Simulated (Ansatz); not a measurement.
**IrRu2: stable or not**

The cell was found from a structure generator's guess, not taken from experiment.

Computed with DFT PBE, scalar-relativistic, plane waves, PAW (Ansatz). The final run on the 3-atom cell used 420 eV, a Γ-centred 18×18×8 mesh, 0.10 eV smearing and no spin polarisation.

```cif
data_structure
_symmetry_space_group_name_H-M 'P-3m1'
_symmetry_Int_Tables_number 164
_cell_length_a 2.7060
_cell_length_b 2.7060
_cell_length_c 6.6416
_cell_angle_alpha 90.000
_cell_angle_beta 90.000
_cell_angle_gamma 120.000
_cell_volume 42.12
loop_
_atom_site_label
_atom_site_type_symbol
_atom_site_symmetry_multiplicity
_atom_site_Wyckoff_symbol
_atom_site_fract_x
_atom_site_fract_y
_atom_site_fract_z
_atom_site_occupancy
Ru1 Ru 2 d 0.33333 0.66667 0.66168 1
Ir1 Ir 1 a 0.00000 0.00000 0.00000 1
```

Energies over the elements count from the elements' standard structures at the same level, with no fitted energy shifts.

Problem. These tests were run: energy against the elements; random kick, then relaxation without symmetry; phonons on a 3×3×1 q mesh. What do they show?

Solution.

| test | result |
| --- | --- |
| energy against the elements | +0.02 eV/atom |
| random kick, then relaxation without symmetry | returns |
| phonons on a 3×3×1 q mesh | no imaginary mode on the mesh |

It fails none of these tests outright. Whether a mixture of other phases lies lower isn't tested here. Undecided within the accuracy: energy against the elements.

The k mesh leaves some 4 meV/atom of noise in the energy of each metallic cell. Spin–orbit coupling, which can matter for Ir, is left out. The kick test ran on a coarse mesh. The run for the phonons used an 18×18×8 k mesh and Fermi–Dirac smearing of 0.15 eV.
